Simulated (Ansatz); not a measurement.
These are results of DFT PBE, scalar-relativistic, plane waves, PAW, and for the lanthanide a 4f-in-core norm-conserving potential, in Ansatz, not measurements. All cells share a 630 eV cutoff and Γ-centred k meshes spaced at most about 0.3 Å⁻¹ (about 0.25 or finer for metals, 2π included). No spin polarisation in the final relaxations.

These are static total energies at zero pressure.

Two forms of Li₃Dy were relaxed alike.

A.

```cif
data_structure
_symmetry_space_group_name_H-M 'Pm-3m'
_symmetry_Int_Tables_number 221
_cell_length_a 4.5986
_cell_length_b 4.5986
_cell_length_c 4.5986
_cell_angle_alpha 90.000
_cell_angle_beta 90.000
_cell_angle_gamma 90.000
_cell_volume 97.25
loop_
_atom_site_label
_atom_site_type_symbol
_atom_site_symmetry_multiplicity
_atom_site_Wyckoff_symbol
_atom_site_fract_x
_atom_site_fract_y
_atom_site_fract_z
_atom_site_occupancy
Li1 Li 3 c 0.00000 0.50000 0.50000 1
Dy1 Dy 1 a 0.00000 0.00000 0.00000 1
```

B.

```cif
data_structure
_symmetry_space_group_name_H-M 'Fm-3m'
_symmetry_Int_Tables_number 225
_cell_length_a 7.1715
_cell_length_b 7.1715
_cell_length_c 7.1715
_cell_angle_alpha 90.000
_cell_angle_beta 90.000
_cell_angle_gamma 90.000
_cell_volume 368.84
loop_
_atom_site_label
_atom_site_type_symbol
_atom_site_symmetry_multiplicity
_atom_site_Wyckoff_symbol
_atom_site_fract_x
_atom_site_fract_y
_atom_site_fract_z
_atom_site_occupancy
Li1 Li 4 b 0.50000 0.00000 0.00000 1
Li2 Li 8 c 0.25000 0.75000 0.75000 1
Dy1 Dy 4 a 0.00000 0.00000 0.00000 1
```

Question: Which form is favoured at zero pressure, and by what margin per atom?

Answer: B is lower, by 41 meV/atom. A has the Cu3Au (L1_2) type, space group Pm-3m (No. 221), 24.3 Å³/atom and no gap on its mesh; B has the BiF3 (D0_3) type, space group Fm-3m (No. 225), 23.1 Å³/atom and no gap. Counting all near atoms (those within 1.25 times the shortest distance at each site; a plus sign parts nearer from farther groups), A has Li 12, Dy 12 and B has Li 8+6, Dy 8+6. The denser one is the lower, and pressure would at first widen the difference. Even the lower one lies +0.23 eV/atom against the reference forms of the elements (uncorrected), so neither is stable at this level. Both come from invented guesses. A third cell relaxed alike, in P4/mmm, lies 119 meV/atom below the lower of the two.

Cells relaxed within their symmetry can be saddle points.

The lanthanide is trivalent by construction, without f bands, f moments or other valences.
